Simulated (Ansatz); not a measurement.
Mg₃Cd₂Te₅: rattling a relaxed structure

The structure comes from a generated guess, relaxed at this level; another structure or a mixture of phases may lie lower.

Theory: Ansatz, DFT PBE, scalar-relativistic, plane waves, PAW. Settings: cutoff 420 eV, Γ-centred mesh 8×8×8 on the computed 10-atom cell, Gaussian smearing of 0.02 eV; no spin polarisation.

The cell below (10 atoms, space group I-4m2 (No. 119)) is relaxed within its symmetry.

```
Mg Cd Te
1.0
    -2.32016    2.32016   16.33201
     2.32016   -2.32016   16.33201
     2.32016    2.32016  -16.33201
Mg Cd Te
3 2 5
Direct
  0.70069 0.70069 0.00000
  0.29931 0.29931 0.00000
  0.50000 0.50000 0.00000
  0.89964 0.89964 0.00000
  0.10036 0.10036 0.00000
  0.34829 0.84829 0.50000
  0.95101 0.45101 0.50000
  0.54899 0.04899 0.50000
  0.15171 0.65171 0.50000
  0.75000 0.25000 0.50000
```

For the test it was strained at random (σ = 1.5 % a component), the atoms were moved at random (σ = 0.05 Å), and all was relaxed again on a coarse 4×4×4 mesh (in the run’s order of axes) with 0.10 eV smearing, with no symmetry imposed.

These runs have no spin–orbit coupling, which can matter for Te.

Q: Is the structure stable against such a distortion?

A: It returns, within 1 meV/atom of the unmoved cell on that mesh and with the same symmetry when read at 0.1 Å (P1 at 0.01 Å, so small strains and shifts remain). So it is stable against the distortions that fit this cell and that this random move excites. Modes that don't fit the cell aren't tested.
